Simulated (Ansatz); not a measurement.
This run works on a generated trial structure, not on a known crystal.

Input and command of a plane-wave DFT calculation in Ansatz:

```yaml
crystal:
  lattice:
    - [3.81188016, 0.0, 0.0]
    - [0.0, 5.33615163, 0.0]
    - [-0.07340549, 0.0, 8.24667615]
  atoms:
    - { symbol: Pt, position: [0.24871029, 0.25, 0.39414829] }
    - { symbol: Pt, position: [0.75128971, 0.75, 0.60585171] }
    - { symbol: I, position: [0.75326444, 0.25, 0.62541831] }
    - { symbol: I, position: [0.24673556, 0.75, 0.37458169] }
    - { symbol: Cl, position: [0.74385603, 0.25, 0.16028816] }
    - { symbol: Cl, position: [0.25614397, 0.75, 0.83971184] }
basis:
  ecutwfc: 420
kpoints:
  mp_grid: { grid: [3, 2, 2] }
hamiltonian:
  xc: pbe
scf:
  occupations: { method: gaussian, width: 0.15 }
  lower_state_search: "off"
output:
  forces: true
  stress: true
  eigenvalues: true
relax:
  adjacent_minimum: "off"
  f_tol: 0.08
  max_steps: 16
  cell: { stress_tol: 0.8 }
```

```bash
ansatz run input.yaml --threads 1 --pin off --max-ram 2560MiB --backend cpu --events-out ev --progress --plain --runs-dir out
```

Processor: Intel(R) Xeon(R) Processor @ 2.70GHz, 1 thread, on a host shared with other jobs.

**Question.** How long does it run, and how much memory does it take?

**Answer.** About 63 s, peak memory 0.47 GiB. It solves 51 bands at 8 k points (after reduction by symmetry) with about 3197 plane waves (on the last cell), in 56 SCF iterations over 7 ionic steps.
